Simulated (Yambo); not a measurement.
BaTiO$_{3}$ (space group R3m, No. 160); a = b = c = 4.0338 Å, α = β = γ = 89.84°. With the G0W0 scissor the direct gap on the mesh is 4.41 eV. Axes are Cartesian, with cell vectors (Å) (2.85, 1.64, 2.34), (-2.85, 1.64, 2.34), (0.00, -3.29, 2.34).

Problem. Does this run resolve the lowest exciton, and if so, what are its energy and binding? (Yambo, PBEsol bands; 6×6×6 mesh, 12 valence and 3 conduction bands, static screening with 43 bands and a 3 Ry block, scissor 1.65 eV, Tamm-Dancoff.)

Solution. No. The lowest state covers only about 5 of the 216 k points, so the mesh doesn't resolve it: its energy and its distance from the direct gap are mesh artefacts. An extended exciton needs a far denser mesh. The scissor comes from a G0W0 run whose convergence isn't established. 

Geometry of the Materials Project entry, not relaxed at this level.
